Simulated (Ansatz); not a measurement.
La2InCu2 (space group P4/mbm)

```xyz
10
Lattice="7.7041 0.0000 0.0000 0.0000 7.7041 0.0000 0.0000 0.0000 3.9147" Properties=species:S:1:pos:R:3 pbc="T T T"
La     1.3671     5.2192     1.9574
La     6.3370     2.4850     1.9574
La     2.4850     1.3671     1.9574
La     5.2192     6.3370     1.9574
In     3.8521     3.8521     0.0000
In     0.0000     0.0000     0.0000
Cu     6.8015     4.7547     0.0000
Cu     0.9026     2.9495     0.0000
Cu     2.9495     6.8015     0.0000
Cu     4.7547     0.9026     0.0000
```

The slice is a (010) plane (indices of the conventional cell) through the point (0.823, 0.323, 0.500) (fractional), spanned by u = [001] and v = [100] in vectors of this cell: u (3.91 Å) and v (7.70 Å, at 90° to u). It covers one period; positions are fractions (u, v).

Computed with PBEsol (plane waves to 420 eV, PAW, scalar-relativistic; Ansatz, an electronic-structure program). k mesh 6×6×12. Near the nuclei the fields are pseudised (PAW); where an atom keeps semicore shells as valence, they peak there. La2InCu2 is run without spin polarisation. La2InCu2 was relaxed with its symmetry unable to fall.

Problem. Predict the map of the electrostatic potential energy of an electron, from the cell's mean on the slice.

Solution. 
| v \ u | 0.00 | 0.17 | 0.33 | 0.50 | 0.67 | 0.83 |
|---|---|---|---|---|---|---|
| 0.88 | x | <0.0 | 6.3 | 8.8 | 6.3 | <0.0 |
| 0.75 | 8.1 | 8.6 | 8.6 | 7.8 | 8.6 | 8.6 |
| 0.62 | 4.3 | 6.0 | 7.4 | 7.2 | 7.4 | 6.0 |
| 0.50 | <0.0 | 0.5 | 7.2 | 8.9 | 7.2 | 0.5 |
| 0.38 | 4.5 | 5.8 | 2.0 | x | 2.0 | 5.8 |
| 0.25 | 8.3 | 7.8 | x | x | x | 7.8 |
| 0.12 | x | <0.0 | 5.9 | 7.9 | 5.9 | <0.0 |
| 0.00 | x | x | 0.3 | 7.2 | 0.3 | x |

Values: electrostatic potential energy of an electron, from the cell's mean, in eV. Points within 1 Å of a nucleus are blanked (x), as the pseudised field means little there. Values under 0 eV are set to 0. The zero, the cell's mean, hangs on the PAW cores.
